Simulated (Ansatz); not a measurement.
ReC:
```
CELL_PARAMETERS angstrom
      2.85564     0.00000     0.00000
     -1.42782     2.47306     0.00000
      0.00000     0.00000     2.79472
ATOMIC_POSITIONS crystal
  Re 0.00000 0.00000 0.00000
  C  0.66667 0.33333 0.50000
```

Relaxed with PBEsol. Special points in fractions of this cell's reciprocal vectors: Γ (0.000, 0.000, 0.000); M (0.500, 0.000, 0.000); K (0.333, 0.333, 0.000); A (0.000, 0.000, 0.500); L (0.500, 0.000, 0.500); H (0.333, 0.333, 0.500).

**Question.** List the band energies nearest the Fermi level at these points for PBEsol with spin–orbit coupling in the plane-wave PAW code Ansatz.

**Answer.** In eV from the Fermi level; about four levels below and three above (degenerate sets whole), none deeper than 8.9 eV; points with the same levels are listed once.

```csv
k,below,above
Γ,-5.17 -5.17 -1.60 -1.60,0.48 0.48 0.93 0.93
M,-2.19 -2.19 -0.14 -0.14,2.02 2.02 2.81 2.81
K,-1.63 -1.29 -0.77 -0.06,0.02 0.81 1.47
A,-3.10 -3.10 -2.48 -2.48,1.34 1.34 2.73 2.73
L,-6.12 -6.12 -1.63 -1.63,1.93 1.93 2.64 2.64
H,-3.75 -3.48 -2.87 -2.52,1.81 1.89 4.24
```

Space group P-6m2. The cell is a constructed one: a structure type filled with these elements; the Crystallography Open Database copy checked does not list it. Its standing as an ambient phase is unchecked. The PBEsol relaxation kept the symmetry of its start; whether a distortion lowers the energy is not shown. No spin polarisation was allowed.

Potentials: the earlier of the program's two PAW sets. The files were generated under PBE; for other functionals the program regenerates the frozen cores, and for LDA and PBEsol the local potential too.
